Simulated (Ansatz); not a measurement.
(110) slab of zincblende SiC, 10.8 Å thick as cut, ended by F

Level of theory: Ansatz 0.2.0, DFT, PBEsol, PAW, plane waves.

Command:

```sh
ansatz run in.yaml --threads 8 --pin off --max-ram 118750MiB --runs-dir r --events-out ev --progress --plain --backend cuda --devices 0,
```

The input less its lattice and atoms:

```yaml
kpoints:
  mp_grid: { grid: [6, 4, 1] }
hamiltonian:
  xc: pbesol
scf:
  occupations: { method: fermi_dirac, width: 0.01 }
relax:
  f_tol: 0.03
  max_steps: 80
  escape_saddle: false
  adjacent_minimum: "off"
output:
  forces: true
  eigenvalues: true
  populations: true
```

Start:

```
Si C F
1.0
     2.17843   -2.17843    0.00000
     0.00000    0.00000    4.35685
   -18.58465  -18.58465    0.00000
Si C F
8 8 4
Direct
  0.00187 0.00237 0.52970
  0.00597 0.99765 0.29397
  0.99225 0.99991 0.64566
  0.99128 0.99800 0.41333
  0.50490 0.49473 0.70621
  0.48575 0.49577 0.47284
  0.50249 0.50073 0.58782
  0.50695 0.51100 0.35316
  0.99074 0.25049 0.70622
  0.99559 0.26094 0.46967
  0.00588 0.25377 0.58668
  0.00645 0.25518 0.35349
  0.51182 0.74879 0.64596
  0.49775 0.74450 0.41073
  0.49548 0.75355 0.52809
  0.50877 0.74983 0.29629
  0.99758 0.20892 0.24337
  0.98881 0.07817 0.74513
  0.49877 0.71857 0.75703
  0.48802 0.58100 0.25413
```

Steps:

| step | energy less the first (eV) | largest force component (eV/Å) |
| --- | --- | --- |
| start | 0.000 | 3.624 |
| 1 | -1.113 | 1.986 |
| 2 | -1.497 | 0.236 |
| 3 | -1.511 | 0.061 |
| 4 | -1.512 | 0.016 |

A structure on the way, about -1.11 eV from the start:

```xyz
20
Lattice="2.1784 -2.1784 0.0000 0.0000 0.0000 4.3569 -18.5846 -18.5846 0.0000" Properties=species:S:1:pos:R:3 pbc="T T T"
Si   -9.8301   -9.8422    0.0072
Si   -5.4829   -5.4924    0.0198
Si   -9.8310  -14.1645    4.3543
Si   -5.4818   -9.8242    0.0518
Si  -12.0020  -14.1927    2.1510
Si   -7.6749   -9.8335    2.1926
Si   -9.8372  -12.0157    2.1807
Si   -5.4923   -7.6739    2.2483
C   -10.9520  -15.2828    1.0916
C    -8.7376   -8.7474    1.1343
C   -10.9054  -10.9152    1.0986
C    -6.5575   -6.5580    1.1587
C   -10.9059  -13.1140    3.2698
C    -6.5584   -8.7395    3.3183
C    -8.7384  -10.9106    3.2758
C    -4.4103   -6.6051    3.3085
F    -2.3039   -6.6476    0.7693
F   -11.7366  -16.0607    0.3456
F   -13.0351  -15.1891    2.9451
F    -3.6289   -5.7618    2.5646
```

End:

```xyz
20
Lattice="2.1784 -2.1784 0.0000 0.0000 0.0000 4.3569 -18.5846 -18.5846 0.0000" Properties=species:S:1:pos:R:3 pbc="T T T"
Si   -7.6537  -12.0056    0.0474
Si   -3.2997   -7.6515    0.0279
Si   -9.8149  -14.1668    0.0361
Si   -5.4734   -9.8253    0.0438
Si  -12.0211  -14.1944    2.2064
Si   -7.6673   -9.8408    2.2258
Si   -9.8475  -12.0210    2.2223
Si   -5.5063   -7.6797    2.2145
C   -10.8737  -15.2255    1.1642
C    -6.5637  -10.9157    1.1366
C    -8.7387  -13.0906    1.1392
C    -4.3755   -8.7274    1.1334
C   -10.9453  -13.1188    3.3119
C    -6.5824   -8.7559    3.3175
C    -8.7572  -10.9307    3.3150
C    -4.4475   -6.6209    3.3425
F    -2.2539   -6.6058    0.5906
F   -11.6915  -16.0433    0.3536
F   -13.0665  -15.2399    2.7700
F    -3.6304   -5.8037    2.5304
```

The run converged.

Time: 9.5 s of wall time on one NVIDIA GB300 with 8 processor threads, on a host shared with other runs; peak host memory 1.7 GiB.

Question: How much energy did the relaxation gain, and which atom moved most?

Answer: 1.51 eV in 4 steps, from a start with small random displacements; atom 19 (F) moved 0.38 Å, the median atom 0.05 Å (drift of the whole cell removed).
